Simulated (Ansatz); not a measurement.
# Phonon spectrum of In3SbAs2

The calculation used DFT PBE, scalar-relativistic, plane waves, PAW in Ansatz 0.2.0. Plane waves to 420 eV; Γ-centred k mesh 12×12×4; Fermi-Dirac smearing of 0.15 eV. No spin polarisation. Phonons by linear response, acoustic sum rule imposed.

Equilibrium structure at this level:
```xyz
6
Lattice="4.4817 0.0000 0.0000 -2.2409 3.8813 0.0000 0.0000 0.0000 10.9980" Properties=species:S:1:pos:R:3 pbc="T T T"
In    0.0000    0.0000    0.0027
In    0.0000    2.5875    7.4730
In    2.2409    1.2938    3.5132
Sb    0.0000    2.5875    4.6024
As    0.0000    0.0000    8.3125
As    2.2409    1.2938    0.8418
```

The structure comes from a generated guess, relaxed at this level; another structure or a mixture of phases may lie lower. In a metal, frequencies and elastic constants depend on the k mesh and the smearing, soft modes and shear constants most. Some empty bands missed the eigensolver's threshold. Spin–orbit coupling is left out, which matters for heavy elements. The q mesh is coarse, so values between its points are rough.

Force constants from linear response on a 2×2×1 q mesh.

**Question.** Is the structure dynamically stable on this mesh?

**Answer.** Yes, on this mesh: no mode is imaginary. Between the mesh points the interpolation dips to 6i cm⁻¹.

**Question.** Give the frequencies (cm⁻¹; i marks imaginary ones) at the irreducible q points, in fractions of the reciprocal vectors.

**Answer.**
| q | star | frequencies |
| --- | --- | --- |
| 0.000 0.000 0.000 | 1 | 0 0 0 33 33 39 39 105 108 166 172 172 186 186 187 187 193 197 |
| 0.000 -0.500 0.000 | 3 | 32 44 48 51 53 59 116 123 149 155 165 173 175 179 183 184 195 200 |
